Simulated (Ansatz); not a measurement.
Ga2Cu:
Space group P4/mmm (No. 123); a = b = 2.7632 Å, c = 5.6905 Å, α = β = γ = 90.00°

```
atom  site  symmetry       x       y       z
----  ----  --------  ------  ------  ------
Ga      2h       4mm  0.5000  0.5000  0.2838
Cu      1a     4/mmm  0.0000  0.0000  0.0000
```

Relaxed at zero pressure with the program Ansatz at the LDA level (PAW).

The volume is raised by 6 % and shape and atoms relax at that volume. What pressure results, and how do the axes share the change?

-5.2 GPa; a 2.3 %, b 2.3 %, c 1.3 %; the energy rises by 15 meV/atom.

Give the new structure.


Space group P4/mmm (No. 123); a = 2.8272 Å, b = 2.8272 Å, c = 5.7616 Å, α = 90.00°, β = 90.00°, γ = 90.00°

```csv
atom,site,symmetry,x,y,z
Ga,2h,4mm,0.5000,0.5000,0.2814
Cu,1a,4/mmm,0.0000,0.0000,0.0000
```

The phase is kept; no other phase was compared at this pressure.

The workflow started from a Materials Project entry (that database holds measured and hypothetical structures alike); the Crystallography Open Database files this formula in space group No. 123, but the cells were not matched. Its standing as an ambient phase is unchecked. The LDA relaxation kept the symmetry of its start; of distortions, only those at the zone centre were tested. The run is not spin-polarised. Axis ratios of metals converge slowly with the k-mesh, so a and c are less sure than the volume.

Potentials: the later of the program's two PAW sets.
